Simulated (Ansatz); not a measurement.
Mn3GeN (anti-perovskite, Pm-3m) under volume change, DFT-PBE in the program Ansatz with PAW potentials, scaled uniformly.

```tsv
V (Å³/atom)	E − E(relaxed) (meV/atom)	P (GPa)
9.709	?	?
10.029	31.5	16.77
10.349	7.4	7.62
10.669	0.0	0.02
10.989	6.6	-6.35
11.309	?	?
```

**Question.** Complete the blanks.

**Answer.** 
- 9.709, E − E(relaxed) (meV/atom): 75.5
- 9.709, P (GPa): 27.65
- 11.309, E − E(relaxed) (meV/atom): 23.7
- 11.309, P (GPa): -10.96

**Question.** What does a third-order Birch–Murnaghan fit give for V₀, B₀ and B′?

**Answer.** V₀ = 10.67 Å³/atom, B₀ = 226 GPa, B′ = 5.6.

The start of the workflow was typed in or built on a structure type; neither database checked (COD, Materials Project) lists it. Its standing as an ambient phase is unchecked. Symmetry was held in the PBE relaxation; whether a distortion lowers the energy is not shown. Spin order of the final state: ferromagnetic, the only order run, not a proven ground state. No Hubbard U is applied.

Potentials: the later of the program's two PAW sets.
